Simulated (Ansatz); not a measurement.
**Question.** Name crystals whose computed values (plane-wave PAW r²SCAN (Ansatz code)) fall in these windows: highest Γ mode, no LO–TO term (cm⁻¹) 170 to 220; electron conductivity mass (mₑ) 0.46 to 0.64; ε0 4.9 to 6.4.

**Answer.** 

| crystal | highest Γ mode, no LO–TO term (cm⁻¹) | electron conductivity mass (mₑ) | ε0 |
|---|---|---|---|
| KF, rock salt | 194 | 0.54 | 5.43 |
Others may fit too.

The cell was relaxed under the symmetry of its start.

Potentials: the earlier of the program's two PAW sets. The files were generated under PBE; for other functionals the program regenerates the frozen cores, and for LDA and PBEsol the local potential too.
